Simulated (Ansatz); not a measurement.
input.yaml (Ansatz 0.2.0):

```yaml
crystal:
  lattice:
    - [4.8105136792, 0.0, 0.0]
    - [-2.4052568396, 4.1660270515, 0.0]
    - [0.0, 0.0, 6.8025551369]
  atoms:
    - { symbol: Yb, position: [0.3333333333, 0.6666666667, 0.25] }
    - { symbol: Yb, position: [0.6666666667, 0.3333333333, 0.75] }
    - { symbol: Bi, position: [0.0, 0.0, 0.0] }
    - { symbol: Bi, position: [0.0, 0.0, 0.5] }
basis:
  ecutwfc: 420
  ecutrho_ratio: 4
kpoints:
  mp_grid: { grid: [8, 8, 6] }
hamiltonian:
  xc: pbe
scf:
  occupations: { method: gaussian, width: 0.05 }
output:
  forces: true
  stress: true
  eigenvalues: true
```

Launched as:
```sh
ansatz run input.yaml --threads 2 --pin off --max-ram 2662MiB --backend cpu --events-out ev --progress --plain --runs-dir out
```

This is a trial structure made by placing the elements on a prototype's sites, so it needn't be the stable form.

Q: Predict the main results.

A: Pressure 0.0 GPa, gap on the mesh zero (metallic) (PBE, scalar-relativistic).

The output:

```
Pseudopotentials: kind: paw
Pseudopotential: Yb, paw, valence charge 24, recommended cutoff 420 eV (normal), Yb.paw.azcp
Pseudopotential: Bi, paw, valence charge 15, recommended cutoff 420 eV (normal), Bi.paw.azcp
Crystal: 4 atoms, lattice volume = 136.328 Å³
Basis set: ecut = 420 eV, 2615 PW (Γ), exchange–correlation on 72×72×96 points (8 copies of the dense FFT grid, shifted against one another)
Bands: 47, of which v1, the nominal top of the filled ones, is band 39 counted from 1 (38 counted from 0)
Symmetry: 24 space group operations
Space group: P63/mmc (ITA 194), of the structure as read, at distance tolerance 5.1e-5 Å
k-points: 40 of 384
Initial density: superposition of atomic densities (neutral atoms: chi_scale 0, normalization atom), corrected by the library's trained network
Initial wavefunctions: pseudopotential atomic-orbital guess
Functional: x = pbe(κ = 0.804, μ = 0.21951), c = pbe(β = 0.06672)
```

SCF trace (energy estimate counted from the last row):
```tsv
iteration	ΔE (eV)	density residual (eV)
1	-0.015	2.21e-2
2	-0.013	7.03e-2
3	-4.0e-03	2.58e-2
4	-2.0e-03	1.26e-2
5	-4.0e-04	2.22e-3
6	-1.6e-05	1.29e-5
7	0.000	1.17e-6
8	0.000	2.00e-7
9	0.000	1.87e-9
```

```
SCF 1 converged in 9 iterations: F = -52385.978708 eV  dr2 = 1.87e-9
SCF converged after 9 iterations
Free energy (F): -52385.978708 eV
E sigma→0 (E₀):  -52385.976301 eV
Entropy (-TS):   -0.004813 eV (-1.203 meV/atom)
Fermi energy:    10.504592 eV
--- Forces (eV/Å), atoms counted from 1 ---
  atom   1  Yb     0.00000000     0.00000000     0.00000000
  atom   2  Yb     0.00000000     0.00000000     0.00000000
  atom   3  Bi     0.00000000     0.00000000     0.00000000
  atom   4  Bi     0.00000000     0.00000000     0.00000000
--- Stress (GPa, compression-positive) ---
        0.018418       0.000000       0.000000
        0.000000       0.018418       0.000000
        0.000000       0.000000       0.013957
  P = ⅓ Tr σ = 0.0169 GPa (0.169 kbar)
--- Band table (eV; the first three rows and the last of 40) ---
  k-point 0: bands = ["-40.9522", "-40.9509", "-13.3930", "-13.3930", "-13.3714", "-13.3474", "-13.3474", "-13.3048", "-11.7538", "-11.6448", "-11.6448", "-11.6034", "-11.6034", "-11.5425", "-11.5137", "-11.5137", "-11.4994", "-11.4994", "-0.9136", "0.9568", "6.0773", "8.9031", "8.9031", "9.9496", "9.9496", "10.2182", "10.2798", "10.3050", "10.3050", "10.3081", "10.3081", "10.3326", "10.3483", "10.3483", "10.3571", "10.3578", "10.3624", "10.9889", "10.9889", "11.0747", "12.8145", "12.8145", "13.0008", "13.0008", "13.6958", "13.9190", "14.0660"]
  k-point 1: bands = ["-40.9521", "-40.9510", "-13.3899", "-13.3899", "-13.3670", "-13.3505", "-13.3505", "-13.3094", "-11.7398", "-11.6417", "-11.6417", "-11.6056", "-11.6056", "-11.5568", "-11.5132", "-11.5132", "-11.5006", "-11.5006", "-0.8284", "0.7550", "6.4689", "8.9661", "8.9661", "9.8979", "9.8979", "10.2305", "10.2711", "10.3100", "10.3100", "10.3108", "10.3108", "10.3267", "10.3446", "10.3446", "10.3581", "10.3621", "10.3629", "10.7978", "10.7978", "11.1368", "12.4245", "13.1102", "13.1102", "13.1645", "13.1645", "13.8035", "13.8923"]
  k-point 2: bands = ["-40.9519", "-40.9512", "-13.3817", "-13.3817", "-13.3590", "-13.3590", "-13.3550", "-13.3217", "-11.7013", "-11.6333", "-11.6333", "-11.6123", "-11.6123", "-11.5956", "-11.5115", "-11.5115", "-11.5040", "-11.5040", "-0.5785", "0.3003", "7.4814", "9.1485", "9.1485", "9.7140", "9.7140", "10.0737", "10.2784", "10.3153", "10.3158", "10.3158", "10.3319", "10.3319", "10.3358", "10.3358", "10.3589", "10.3613", "10.3744", "10.5252", "10.5252", "10.7124", "11.6517", "12.9117", "13.4322", "13.4322", "13.9258", "13.9258", "14.1896"]
  k-point 39: bands = ["-40.9514", "-40.9514", "-13.3823", "-13.3823", "-13.3725", "-13.3725", "-13.3399", "-13.3399", "-11.6493", "-11.6493", "-11.6358", "-11.6358", "-11.6083", "-11.6083", "-11.5140", "-11.5140", "-11.5055", "-11.5055", "0.1885", "0.1885", "7.5219", "7.5219", "8.5801", "8.5801", "9.4817", "9.4817", "10.2966", "10.2966", "10.3067", "10.3067", "10.3101", "10.3101", "10.3344", "10.3344", "10.3456", "10.3456", "10.3550", "10.3550", "10.4290", "10.4290", "12.9330", "12.9330", "13.4739", "13.4739", "14.3428", "14.3428", "15.0992"]
```

Cost: 8 s on 2 threads of Arm Neoverse V2 (shared host), peak memory 0.53 GiB.

Absolute energies hang on the potentials; compare differences alone.

Without a U the 4f levels of Yb lie too near the Fermi level, so their share of the states there, and what hangs on it, is overstated. Scalar-relativistic only: spin–orbit splittings of the heavy atoms' levels are missing. Spin polarisation wasn't allowed in this run, so with an open shell this may not be the ground state.
